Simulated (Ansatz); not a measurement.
Starting cell, InSb (zinc blende):

```xyz
2
Lattice="0.0000 3.3173 3.3173 3.3173 0.0000 3.3173 3.3173 3.3173 0.0000" Properties=species:S:1:pos:R:3 pbc="T T T"
Sb     4.9760     4.9760     4.9760
In     0.0000     0.0000     0.0000
```

In this cell atom 1 (Sb, nearest neighbour In at 2.873 Å; its periodic images, 4.7 Å or more away, move with it) is moved by s along Cartesian [110], unit vector (0.707, 0.707, 0.000); all other atoms and the cell stay fixed.

Method: PBE (plane waves to 420 eV, PAW, scalar-relativistic; Ansatz, a first-principles code). k mesh 10×10×10 (Γ-centred), Fermi-Dirac smearing 0.05 eV. E stands for the smeared free energy. With partly filled bands, energies and forces of such displacements shift with the k mesh and the smearing. At this level the bands of InSb touch or barely overlap; measurements give the solid a gap. InSb was relaxed with its symmetry unable to fall. Spin-orbit coupling is left out, though Sb is heavy. ΔE is measured from the undisplaced structure. The last digit holds for this mesh only.

| s (Å) | ΔE (meV/cell) |
|---|---|
| -0.570 | withheld |
| -0.456 | 639.2 |
| -0.342 | 352.2 |
| -0.228 | 154.6 |
| -0.114 | 38.4 |
| 0.000 | 0.0 |
| 0.114 | 38.4 |
| 0.228 | 154.6 |
| 0.342 | 352.2 |
| 0.456 | 639.2 |
| 0.570 | withheld |

### Question
Fit an even polynomial form (powers 2, 4, 6) to the given rows and predict ΔE at s = -0.570.

### Answer
Least squares on the 9 given rows: ΔE = (2949)·s² + (444.1)·s⁴ + (759.3)·s⁶, in meV/cell with s in Å; root-mean-square residual 0.02 meV/cell. At -0.570 the fit gives 1031.1 meV/cell; the calculation gives 1025.7 meV/cell, so the extrapolation is off by 5.4 (+0.5 %). The quadratic term alone would give 958.1 meV/cell.

(A displaced cell: forces are minus the slopes of the energy, force constants its curvatures, and phonons follow from these.)
